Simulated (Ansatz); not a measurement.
Equation of state of LaHg

```cif
data_structure
_symmetry_space_group_name_H-M 'Pm-3m'
_symmetry_Int_Tables_number 221
_cell_length_a 3.8370
_cell_length_b 3.8370
_cell_length_c 3.8370
_cell_angle_alpha 90.000
_cell_angle_beta 90.000
_cell_angle_gamma 90.000
_cell_volume 56.49
loop_
_atom_site_label
_atom_site_type_symbol
_atom_site_symmetry_multiplicity
_atom_site_Wyckoff_symbol
_atom_site_fract_x
_atom_site_fract_y
_atom_site_fract_z
_atom_site_occupancy
La1 La 1 b 0.50000 0.50000 0.50000 1
Hg1 Hg 1 a 0.00000 0.00000 0.00000 1
```

The runs use the primitive cell with vectors (3.837, 0.000, 0.000), (0.000, 3.837, 0.000), (0.000, 0.000, 3.837) Å, to which the k mesh refers.

It takes space group Pm-3m (No. 221, cubic). Conventional cell: a = 3.837 Å, b = 3.837 Å, c = 3.837 Å, α = 90.00°, β = 90.00°, γ = 90.00°. Around La (site symmetry m-3m) lie 8 Hg at 3.32 Å. Around Hg (site symmetry m-3m) lie 8 La at 3.32 Å.

The cell is COD entry 1523850, as deposited and not checked against the literature; nothing was relaxed.

Spin–orbit coupling is left out, though it moves levels of the heavy atoms by tenths of an eV or more.

All numbers are computed: DFT, LDA, all-electron LAPW, scalar-relativistic (Ansatz 0.2.0); DFT, LDA, PAW with Ansatz's default frozen-core files, scalar-relativistic (Ansatz 0.2.0).

For LAPW: a Γ-centred 11×11×11 k mesh, Fermi–Dirac smearing of 0.08 eV, basis error target 1 meV/atom, no spin polarisation. PAW takes a cutoff of 420 eV at this cell (files made with PBE, cores remade for this functional). The Ansatz runs share mesh, smearing and spin set-up. Plane-wave (PAW) pressures include the program's estimate of the Pulay term.

The cell above is scaled evenly, with fractional coordinates and shape held.

```csv
V/V(cell),V (Å³/atom),"P, LAPW (GPa)","P, PAW (GPa)","free energy over the lowest listed, PAW (meV/atom)"
0.9400,26.551,2.04,2.02,4.5
0.9600,27.115,0.59,0.56,0.0
0.9800,27.680,?,?,?
0.9900,27.963,-1.31,-1.33,2.2
1.0000,28.245,-1.88,-1.90,5.0
1.0100,28.528,-2.41,-2.43,8.9
1.0200,28.810,-2.92,-2.93,13.6
1.0400,29.375,-3.84,-3.86,25.6
1.0600,29.940,-4.67,-4.69,40.7
```

(1) Fill in the row V/V(cell) = 0.9800.

(2) What do Birch–Murnaghan fits to the pressures give?

Results:

(1) P, LAPW (GPa) = -0.72, P, PAW (GPa) = -0.74, free energy over the lowest listed, PAW (meV/atom) = 0.4.

(2) LAPW: V0 = 27.36 Å³/atom, B0 = 63 GPa, B0′ = 4.5; PAW: V0 = 27.35 Å³/atom, B0 = 63 GPa, B0′ = 4.5.
